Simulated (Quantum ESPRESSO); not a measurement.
## Band energies of LiIOH2

```xyz
10
Lattice="6.4345 0.0000 0.0000 0.0000 4.3971 0.0000 0.0000 0.0000 5.6203" Properties=species:S:1:pos:R:3 pbc="T T T"
H      4.8259     2.9702     1.9830
H      1.6086     1.4269     3.6373
H      4.8259     1.4269     1.9830
H      1.6086     2.9702     3.6373
Li     3.2172     2.1986     0.0000
Li     0.0000     2.1986     0.0000
O      4.8259     2.1986     1.3655
O      1.6086     2.1986     4.2548
I      4.8259     0.0000     4.1896
I      1.6086     0.0000     1.4306
```

norm-conserving LDA (Quantum ESPRESSO, 84 Ry, without SOC); path ΓXSYΓZURTZ,YT,UX,SR; energies in eV from the valence-band maximum.

```
k (1/Å)  point  band 14  band 15  band 16  band 17  band 18  band 19  band 20  band 21
-------  -----  -------  -------  -------  -------  -------  -------  -------  -------
0.00         Γ    -1.28    -0.65    -0.36    -0.25    -0.15     3.39     3.73     5.17
0.24              -1.40    -1.14    -0.78    -0.40    -0.11     3.82     4.06     6.07
0.71         X    -1.89    -1.76    -1.71    -0.53     0.00     5.19     5.61     5.96
0.99              -1.71    -1.56    -1.48    -0.65    -0.34     5.32     5.73     6.00
1.27         S    -1.53    -1.08    -1.06    -0.96    -0.95     4.76     5.40     6.04
1.45              -1.43    -1.15    -1.07    -1.05    -0.94     5.01     5.55     6.26
1.81              -1.55    -0.91    -0.91    -0.83    -0.76     5.06     5.82     6.43
1.99         Y    -1.63    -0.91    -0.88    -0.67    -0.50     4.62     5.69     6.18
2.36              -1.26    -0.68    -0.66    -0.31    -0.28     3.79     4.15     5.21
2.55         Γ    -1.28    -0.65    -0.36    -0.25    -0.15     3.39     3.73     5.17
2.79              -1.19    -0.61    -0.60    -0.53    -0.32     3.93     4.09     5.24
3.04         Z    -1.25    -0.87    -0.87    -0.48    -0.48     4.48     4.48     5.53
3.39              -1.29    -1.09    -1.09    -1.04    -1.04     5.28     5.28     6.64
3.75         U    -1.83    -1.22    -1.22    -0.91    -0.91     5.42     5.42     6.57
3.94              -1.74    -1.43    -1.43    -0.60    -0.60     5.13     5.13     6.52
4.31         R    -1.68    -1.44    -1.44    -0.02    -0.02     4.41     4.41     5.78
4.49              -1.77    -1.35    -1.35    -0.06    -0.06     4.63     4.63     5.87
4.84              -2.19    -0.77    -0.77    -0.27    -0.27     5.60     5.60     6.41
5.02         T    -2.27    -0.60    -0.60    -0.32    -0.32     5.48     5.48     6.55
5.16              -2.16    -0.59    -0.59    -0.36    -0.36     5.37     5.37     6.30
5.30              -1.87    -0.54    -0.54    -0.48    -0.48     5.03     5.03     5.85
5.58         Z    -1.25    -0.87    -0.87    -0.48    -0.48     4.48     4.48     5.53
5.58         Y    -1.63    -0.91    -0.88    -0.67    -0.50     4.62     5.69     6.18
5.74              -1.84    -0.70    -0.70    -0.66    -0.52     4.74     5.76     6.18
5.91              -2.13    -0.64    -0.56    -0.43    -0.43     5.07     5.78     6.35
6.07         T    -2.27    -0.60    -0.60    -0.32    -0.32     5.48     5.48     6.55
6.07         U    -1.83    -1.22    -1.22    -0.91    -0.91     5.42     5.42     6.57
6.40              -1.85    -1.65    -1.65    -0.63    -0.14     5.45     5.70     5.74
6.56         X    -1.89    -1.76    -1.71    -0.53     0.00     5.19     5.61     5.96
6.56         S    -1.53    -1.08    -1.06    -0.96    -0.95     4.76     5.40     6.04
6.72              -1.50    -1.38    -1.37    -0.58    -0.56     4.66     5.02     6.45
7.05         R    -1.68    -1.44    -1.44    -0.02    -0.02     4.41     4.41     5.78
```

The LDA gap is indirect, 3.39 eV, from X to Γ; the smallest direct gap is 3.53 eV. Another valence extremum on the path lies within 0.02 eV, too close to call.

Spin-orbit coupling is left out, which matters for elements this heavy: edges can move by tenths of an eV.

Geometry of the Materials Project entry, not relaxed at this level.

The structure is a Materials Project entry; no match was found in the copy of COD used, and its stability was not checked.

Letters of k points follow the standard setting of the lattice, whose axes may be ordered differently from the printed cell.

The distance between layers or molecules is the database entry's, not relaxed here. Functionals without dispersion can leave it too large, which widens gaps and weakens the response across layers: the numbers belong to this cell.
